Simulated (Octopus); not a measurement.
NbP (I41md, No. 109):
```
NbP
1.0
   -1.67492     1.67492     5.74011
    1.67492    -1.67492     5.74011
    1.67492     1.67492    -5.74011
Nb P
2 2
Direct
  0.49988   0.49988   0.00000
  0.24988   0.74988   0.50000
  0.08275   0.08275   0.00000
  0.83275   0.33275   0.50000
```
The cell is a database entry, not relaxed again.

Method: LDA in Octopus 16.4; grid spacing about 0.16 Å, Γ-centred 8×8×8 k-mesh, Fermi-Dirac smearing of 0.03 eV, no spin polarisation; PseudoDojo 0.4 LDA potentials.

Energies in eV against the Fermi level; 36 electrons a cell outside the pseudopotentials' cores.

```tsv
k-point (reduced)	band 14	band 15	band 16	band 17	band 18	band 19	band 20	band 21
Γ (0.000, 0.000, 0.000)	-2.20	-2.12	-1.71	-1.33	-1.33	0.84	1.60	2.65
X (0.000, 0.000, 0.500)	-4.57	-2.81	-2.81	-0.40	-0.40	2.95	2.95	3.05
P (0.250, 0.250, 0.250)	-4.48	-2.85	-2.85	-0.38	-0.38	2.96	2.96	3.03
N (0.000, 0.500, 0.000)	-3.18	-2.28	-1.83	-1.50	-0.11	0.08	1.31	2.43
M (0.500, 0.500, -0.500)	-2.68	-2.65	-2.65	-0.48	-0.48	1.19	1.19	2.29
S (0.271, 0.729, -0.271)	-3.15	-2.26	-2.16	-1.44	-0.14	0.14	1.62	2.38
S0 (-0.271, 0.271, 0.271)	-3.15	-2.26	-2.16	-1.44	-0.14	0.14	1.62	2.38
R (-0.043, 0.043, 0.500)	-4.52	-2.78	-2.78	-0.45	-0.45	2.74	2.74	3.12
G (0.500, 0.500, -0.043)	-4.52	-2.78	-2.78	-0.45	-0.45	2.74	2.74	3.12
```
